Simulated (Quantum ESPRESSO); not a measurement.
## MgGa3SP3 (one run as intended and one with a planted mistake)

Simulated, not a measurement. The program is pw.x of Quantum ESPRESSO 7.5 (plane-wave density functional theory). The cell is made up: 8 atoms on a zincblende/diamond lattice, with randomly drawn elements, strain and displacements, not relaxed. PseudoDojo standard norm-conserving files (v0.5 for PBE, v0.4.1 for LDA and PBEsol) set the functional; there is no spin polarisation, spin-orbit coupling or dispersion term, and the masses in the input are unused placeholders.

Intended input:

```
&control calculation='scf', pseudo_dir='./dojo.nc.sr.pbe.v0_5.standard.upf', outdir='./o', disk_io='low', tprnfor=.true., tstress=.true. /
&system ibrav=0, nat=8, ntyp=4, nbnd=41, ecutwfc=84.00895049, nosym=.true., tot_charge=0,
 occupations='smearing', smearing='fd', degauss=0.0018374661
/
&electrons conv_thr=7.350e-09, electron_maxstep=60, /
ATOMIC_SPECIES
Ga 1.0 Ga.upf
Mg 1.0 Mg.upf
P 1.0 P.upf
S 1.0 S.upf
CELL_PARAMETERS angstrom
5.6267 0.0 0.0
0.0 5.6267 0.0
0.0 0.0 5.6267
ATOMIC_POSITIONS angstrom
Mg -0.1546 0.0389 -0.007
Ga -0.0202 2.9968 2.6698
Ga 2.7312 -0.1057 2.944
Ga 2.7663 2.7843 0.026
S 1.3389 1.4874 1.4095
P 1.367 4.3197 4.2607
P 4.268 1.5437 4.2094
P 4.2661 4.3609 1.4433
K_POINTS automatic
4 4 4 1 1 1
```

The log is shortened where brackets say so; the opening notice, blank lines, dates and the lines on written files are dropped, and the path of the files is cut. It prints rydbergs, bohrs and kilobars, and counts compression as positive stress. Where no state is partly filled, the Fermi energy that it prints is only some level between the filled and the empty states on the mesh, and need not lie in the true gap.

Log of the intended run:

```
     Program PWSCF v.7.5
     Parallel version (MPI & OpenMP), running on       4 processor cores
     Number of MPI processes:                 4
     Threads/MPI process:                     1
     [start-up lines left out]
     bravais-lattice index     =            0
     lattice parameter (alat)  =      10.6329  a.u.
     unit-cell volume          =    1202.1478 (a.u.)^3
     number of atoms/cell      =            8
     number of atomic types    =            4
     number of electrons       =        70.00
     number of Kohn-Sham states=           41
     kinetic-energy cutoff     =      84.0090  Ry
     charge density cutoff     =     336.0358  Ry
     scf convergence threshold =      7.3E-09
     mixing beta               =       0.7000
     number of iterations used =            8  plain     mixing
     Exchange-correlation= PBE
                           (   1   4   3   4   0   0   0)
     [axes and pseudopotential details left out]
   Cartesian axes
     site n.     atom                  positions (alat units)
         1        Mg     tau(   1) = (  -0.0274761   0.0069135  -0.0012441  )
         2        Ga     tau(   2) = (  -0.0035900   0.5326035   0.4744877  )
         3        Ga     tau(   3) = (   0.4854000  -0.0187854   0.5232196  )
         4        Ga     tau(   4) = (   0.4916381   0.4948371   0.0046208  )
         5        S      tau(   5) = (   0.2379548   0.2643468   0.2505021  )
         6        P      tau(   6) = (   0.2429488   0.7677146   0.7572289  )
         7        P      tau(   7) = (   0.7585263   0.2743526   0.7481117  )
         8        P      tau(   8) = (   0.7581886   0.7750369   0.2565091  )
     number of k points=    32  Fermi-Dirac smearing, width (Ry)=  0.0018
                       cart. coord. in units 2pi/alat
        k(    1) = (   0.1250000   0.1250000   0.1250000), wk =   0.0625000
        k(    2) = (   0.1250000   0.1250000   0.3750000), wk =   0.0625000
     [further k points left out]
     Dense  grid:   124823 G-vectors     FFT dimensions: (  64,  64,  64)
     Estimated max dynamical RAM per process >     246.69 MB
     Estimated total dynamical RAM >     895.35 MB
     Initial potential from superposition of free atoms
     starting charge      69.9907, renormalised to      70.0000
     Starting wfcs are   48 randomized atomic wfcs
     total cpu time spent up to now is        3.0 secs
     per-process dynamical memory:   181.0 Mb
     Self-consistent Calculation
     iteration #  1     ecut=    84.01 Ry     beta= 0.70
     Davidson diagonalization with overlap
     ethr =  1.00E-02,  avg # of iterations =  4.0
     Threshold (ethr) on eigenvalues was too large:
     Diagonalizing with lowered threshold
     Davidson diagonalization with overlap
     ethr =  5.83E-04,  avg # of iterations =  2.0
     total cpu time spent up to now is       11.6 secs
     total energy              =    -641.29372580 Ry
     estimated scf accuracy    <       0.40614110 Ry
     iteration #  2     ecut=    84.01 Ry     beta= 0.70
     Davidson diagonalization with overlap
     ethr =  5.80E-04,  avg # of iterations =  3.2
     total cpu time spent up to now is       16.1 secs
     total energy              =    -641.38854936 Ry
     estimated scf accuracy    <       0.17479131 Ry
     [iterations 3 to 8 left out]
     iteration #  9     ecut=    84.01 Ry     beta= 0.70
     Davidson diagonalization with overlap
     ethr =  2.67E-10,  avg # of iterations =  2.9
     total cpu time spent up to now is       47.8 secs
     total energy              =    -641.42917055 Ry
     estimated scf accuracy    <       0.00000003 Ry
     iteration # 10     ecut=    84.01 Ry     beta= 0.70
     Davidson diagonalization with overlap
     ethr =  4.19E-11,  avg # of iterations =  2.0
     total cpu time spent up to now is       51.8 secs
     End of self-consistent calculation
     [lines on levels left out]
     the Fermi energy is     6.3704 ev
!    total energy              =    -641.42917056 Ry
     estimated scf accuracy    <          3.5E-09 Ry
     smearing contrib. (-TS)   =      -0.00000000 Ry
     internal energy E=F+TS    =    -641.42917056 Ry
     The total energy is F=E-TS. E is the sum of the following terms:
     one-electron contribution =    -348.85753713 Ry
     hartree contribution      =     213.82098626 Ry
     xc contribution           =    -160.06231763 Ry
     ewald contribution        =    -346.33030206 Ry
     convergence has been achieved in  10 iterations
     Forces acting on atoms (cartesian axes, Ry/au):
     atom    1 type  2   force =     0.03517184    0.03084240   -0.01974251
     atom    2 type  1   force =     0.00224985   -0.01268123    0.06302835
     atom    3 type  1   force =     0.06295500    0.04389188   -0.00684721
     atom    4 type  1   force =     0.03325869    0.03592877   -0.02160919
     atom    5 type  4   force =     0.01476320   -0.00552058    0.01104686
     atom    6 type  3   force =    -0.01410823   -0.05686472    0.00160943
     atom    7 type  3   force =    -0.04510685    0.00510757   -0.03681708
     atom    8 type  3   force =    -0.08918350   -0.04070407    0.00933133
     Total force =     0.180102     Total SCF correction =     0.000274
     Computing stress (Cartesian axis) and pressure
          total   stress  (Ry/bohr**3)                   (kbar)     P=       -3.00
  -0.00004882  -0.00005904  -0.00011733           -7.18       -8.69      -17.26
  -0.00005904  -0.00001168  -0.00021624           -8.69       -1.72      -31.81
  -0.00011733  -0.00021624  -0.00000059          -17.26      -31.81       -0.09
     init_run     :      2.87s CPU      2.96s WALL (       1 calls)
     electrons    :     48.53s CPU     48.78s WALL (       1 calls)
     forces       :      0.67s CPU      0.69s WALL (       1 calls)
     stress       :      2.12s CPU      2.12s WALL (       1 calls)
     [timing details left out]
     PWSCF        :     54.26s CPU     54.64s WALL
     JOB DONE.
```

A second run has one planted mistake: the plane-wave cutoff is too low. The input lines that differ, file-writing options aside:

```
- &system ibrav=0, nat=8, ntyp=4, nbnd=41, ecutwfc=84.00895049, nosym=.true., tot_charge=0,
+ &system ibrav=0, nat=8, ntyp=4, nbnd=41, ecutwfc=44.24618390, nosym=.true., tot_charge=0,
```

Its log:

```
     Program PWSCF v.7.5
     Parallel version (MPI & OpenMP), running on       4 processor cores
     Number of MPI processes:                 4
     Threads/MPI process:                     1
     [start-up lines left out]
     bravais-lattice index     =            0
     lattice parameter (alat)  =      10.6329  a.u.
     unit-cell volume          =    1202.1478 (a.u.)^3
     number of atoms/cell      =            8
     number of atomic types    =            4
     number of electrons       =        70.00
     number of Kohn-Sham states=           41
     kinetic-energy cutoff     =      44.2462  Ry
     charge density cutoff     =     176.9847  Ry
     scf convergence threshold =      7.3E-09
     mixing beta               =       0.7000
     number of iterations used =            8  plain     mixing
     Exchange-correlation= PBE
                           (   1   4   3   4   0   0   0)
     [axes and pseudopotential details left out]
   Cartesian axes
     site n.     atom                  positions (alat units)
         1        Mg     tau(   1) = (  -0.0274761   0.0069135  -0.0012441  )
         2        Ga     tau(   2) = (  -0.0035900   0.5326035   0.4744877  )
         3        Ga     tau(   3) = (   0.4854000  -0.0187854   0.5232196  )
         4        Ga     tau(   4) = (   0.4916381   0.4948371   0.0046208  )
         5        S      tau(   5) = (   0.2379548   0.2643468   0.2505021  )
         6        P      tau(   6) = (   0.2429488   0.7677146   0.7572289  )
         7        P      tau(   7) = (   0.7585263   0.2743526   0.7481117  )
         8        P      tau(   8) = (   0.7581886   0.7750369   0.2565091  )
     number of k points=    32  Fermi-Dirac smearing, width (Ry)=  0.0018
                       cart. coord. in units 2pi/alat
        k(    1) = (   0.1250000   0.1250000   0.1250000), wk =   0.0625000
        k(    2) = (   0.1250000   0.1250000   0.3750000), wk =   0.0625000
     [further k points left out]
     Dense  grid:    47833 G-vectors     FFT dimensions: (  45,  45,  45)
     Estimated max dynamical RAM per process >      96.00 MB
     Estimated total dynamical RAM >     348.98 MB
     Initial potential from superposition of free atoms
     starting charge      69.9907, renormalised to      70.0000
     negative rho (up, down):  1.857E-04 0.000E+00
     Starting wfcs are   48 randomized atomic wfcs
     total cpu time spent up to now is        1.0 secs
     per-process dynamical memory:    70.7 Mb
     Self-consistent Calculation
     iteration #  1     ecut=    44.25 Ry     beta= 0.70
     Davidson diagonalization with overlap
     ethr =  1.00E-02,  avg # of iterations =  4.0
     negative rho (up, down):  1.209E-05 0.000E+00
     total cpu time spent up to now is        2.5 secs
     total energy              =    -636.62551263 Ry
     estimated scf accuracy    <       1.07027292 Ry
     iteration #  2     ecut=    44.25 Ry     beta= 0.70
     Davidson diagonalization with overlap
     ethr =  1.53E-03,  avg # of iterations =  2.1
     total cpu time spent up to now is        3.9 secs
     total energy              =    -636.86704036 Ry
     estimated scf accuracy    <       0.28909344 Ry
     [iterations 3 to 8 left out]
     iteration #  9     ecut=    44.25 Ry     beta= 0.70
     Davidson diagonalization with overlap
     ethr =  8.86E-10,  avg # of iterations =  2.0
     total cpu time spent up to now is       13.6 secs
     total energy              =    -636.94027995 Ry
     estimated scf accuracy    <       0.00000008 Ry
     iteration # 10     ecut=    44.25 Ry     beta= 0.70
     Davidson diagonalization with overlap
     ethr =  1.12E-10,  avg # of iterations =  2.2
     total cpu time spent up to now is       14.9 secs
     End of self-consistent calculation
     [lines on levels left out]
     the Fermi energy is     6.3732 ev
!    total energy              =    -636.94027997 Ry
     estimated scf accuracy    <          3.9E-09 Ry
     smearing contrib. (-TS)   =      -0.00000000 Ry
     internal energy E=F+TS    =    -636.94027997 Ry
     The total energy is F=E-TS. E is the sum of the following terms:
     one-electron contribution =    -339.61584503 Ry
     hartree contribution      =     207.09289201 Ry
     xc contribution           =    -158.08702488 Ry
     ewald contribution        =    -346.33030207 Ry
     convergence has been achieved in  10 iterations
     Forces acting on atoms (cartesian axes, Ry/au):
     atom    1 type  2   force =     0.03537058    0.03111489   -0.02011798
     atom    2 type  1   force =     0.00199512   -0.01150947    0.06234460
     atom    3 type  1   force =     0.06376027    0.04168820   -0.00570271
     atom    4 type  1   force =     0.03274788    0.03657120   -0.02121669
     atom    5 type  4   force =     0.01574047   -0.00356031    0.01171930
     atom    6 type  3   force =    -0.01289665   -0.05795159   -0.00011409
     atom    7 type  3   force =    -0.04623574    0.00628698   -0.03821963
     atom    8 type  3   force =    -0.09048194   -0.04263990    0.01130721
     Total force =     0.181760     Total SCF correction =     0.000374
     Computing stress (Cartesian axis) and pressure
          total   stress  (Ry/bohr**3)                   (kbar)     P=    -2671.93
  -0.01819151  -0.00005899  -0.00011723        -2676.06       -8.68      -17.24
  -0.00005899  -0.01815541  -0.00021834           -8.68    -2670.75      -32.12
  -0.00011723  -0.00021834  -0.01814330          -17.24      -32.12    -2668.97
     init_run     :      0.86s CPU      0.89s WALL (       1 calls)
     electrons    :     13.81s CPU     13.90s WALL (       1 calls)
     forces       :      0.26s CPU      0.26s WALL (       1 calls)
     stress       :      0.81s CPU      0.81s WALL (       1 calls)
     [timing details left out]
     PWSCF        :     15.82s CPU     15.94s WALL
     JOB DONE.
```

|  | intended run | run with the mistake |
| --- | --- | --- |
| free energy (eV) | -8727.088 | -8666.014 |
| smearing term -TS (eV) | 0.0000 | 0.0000 |
| pressure (GPa) | -0.30 | -267.19 |
| largest force component (eV/Å) | 2.293 | 2.326 |
| largest change of a force component (eV/Å) |  | 0.057 |
| iterations | 10 | 10 |

For scale, a rerun of the intended cell at 1437 eV and a 6 x 6 x 6 mesh moved values by no more than 0.007 eV in energy, 0.02 GPa in stress and 0.005 eV/Å in force.